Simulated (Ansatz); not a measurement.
## SiO₂: computed property card

SiO₂:
```yaml
crystal:
  lattice:
    - [4.94785, 0.00000, 0.00000]
    - [-2.47392, 4.28496, 0.00000]
    - [0.00000, 0.00000, 5.44071]
  atoms:
    - { symbol: Si, position: [0.47032, 0.00000, 0.83333] }
    - { symbol: Si, position: [0.00000, 0.47032, 0.16667] }
    - { symbol: Si, position: [0.52968, 0.52968, 0.50000] }
    - { symbol: O, position: [0.41253, 0.26701, 0.71453] }
    - { symbol: O, position: [0.73299, 0.14552, 0.04786] }
    - { symbol: O, position: [0.85448, 0.58747, 0.38120] }
    - { symbol: O, position: [0.14552, 0.73299, 0.95214] }
    - { symbol: O, position: [0.26701, 0.41253, 0.28547] }
    - { symbol: O, position: [0.58747, 0.85448, 0.61880] }
```

Space group P3_121 (No. 152); conventional cell a = b = 4.9478 Å, c = 5.4407 Å, α = β = 90.00°, γ = 120.00°.

Method: PBEsol (plane waves, PAW; program Ansatz). Structure relaxed to zero pressure with the same functional. Other levels are named where they apply.

### Cell and energy

```
Item                                                           Value
-----------------------------------------------------  -------------
Volume per atom                                             12.82 Å³
Density                                                   2.59 g/cm³
Formation energy from the elements (no fitted shifts)  -2.81 eV/atom
```

### Electronic structure

```
Item                                                   Result
----------------------------------------  -------------------
Band gap                                   5.72 eV (indirect)
Valence-band maximum                                     at K
Conduction-band minimum                                  at Γ
Smallest direct gap on the standard path              6.01 eV
Electron effective mass                   0.50 mₑ (isotropic)
HSE06 gap on the PBEsol cell                          7.68 eV
```

### Mechanics

```
Quantity                                                                                                                     Value
-----------------------------------------------------------  ---------------------------------------------------------------------
Bulk modulus (Birch–Murnaghan fit)                                                                                        31.5 GPa
Pressure derivative B′                                                                                                         5.9
Elastic constants (relaxed ions, GPa)                        C11 = 76.0, C12 = 4.8, C13 = 8.5, C14 = -17.7, C33 = 93.4, C44 = 53.3
Mechanical stability                                                                        stable (all eigenvalues of C positive)
Hill bulk and shear moduli                                                                                       31.9 and 39.7 GPa
Young's modulus                                                                                                           84.2 GPa
Poisson's ratio                                                                                                               0.06
Debye temperature from the elastic constants                                                                                 542 K
Piezoelectric stress constants (proper, relaxed ions, C/m²)                 e11 = 0.17, e12 = e26 = -0.17, e14 = -0.04, e25 = 0.04
```

### Dielectric response

```
Quantity                                                     Result
----------------------------------------  -------------------------
Electronic dielectric constant ε∞ (DFPT)  2.49 (xx = yy), 2.52 (zz)
Born charges (a third of the trace)             Si +3.37, O -1.68 e
Largest static χ(2) component                             0.94 pm/V
```

The PBEsol relaxation kept the symmetry of its start. Signs of piezoelectric constants follow the polarity of the cell as given. The references are the lowest solids computed at this level, not always the standard phases (solids in place of the gases).

Potentials: the later of the program's two PAW sets.
